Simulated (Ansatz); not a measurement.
A geometry of Y away from equilibrium: step 2 of the relaxation of a relaxed Y cell, doubled along one cell vector, shaken by Gaussian noise of σ = 0.08 Å a coordinate. The numbers are results of r2SCAN (plane waves to 500 eV, PAW, scalar-relativistic; Ansatz, a quantum-chemistry and plane-wave program), not measurements. Γ-centred k-mesh 10×5×10 on the run's cell (coarser than for final values), Fermi–Dirac smearing 0.05 eV.

```xyz
2
Lattice="3.2646 -0.0005 -0.0022 -0.0011 6.4990 0.0009 -0.0022 0.0005 3.2657" Properties=species:S:1:pos:R:3:forces:R:3 pbc="T T T" free_energy=-7717.841 pressure_GPa=0.0
Y      0.2584     0.0083    -0.1893    0.4231   -0.1024   -0.2875
Y     -0.1477     3.2255     0.1009   -0.4231    0.1024    0.2875
```

Positions in Å, forces in eV/Å, free energy of the cell in eV (comparable only within this code, potentials and settings). Largest force: 0.52 eV/Å, on Y1, Y2 (atoms numbered as listed); the geometry lies 0.74 eV/atom above the end of its relaxation.

No spin polarisation in the result.

The run could not lose the symmetry of its start: the end is stationary, and may be a saddle point rather than a minimum.

The end of the path is a generated cell of Y: the first start was made by placing the elements on the sites of a structure type, and the end was not matched to a known phase here, so it may be hypothetical. Known forms of Y include space group No. 194.
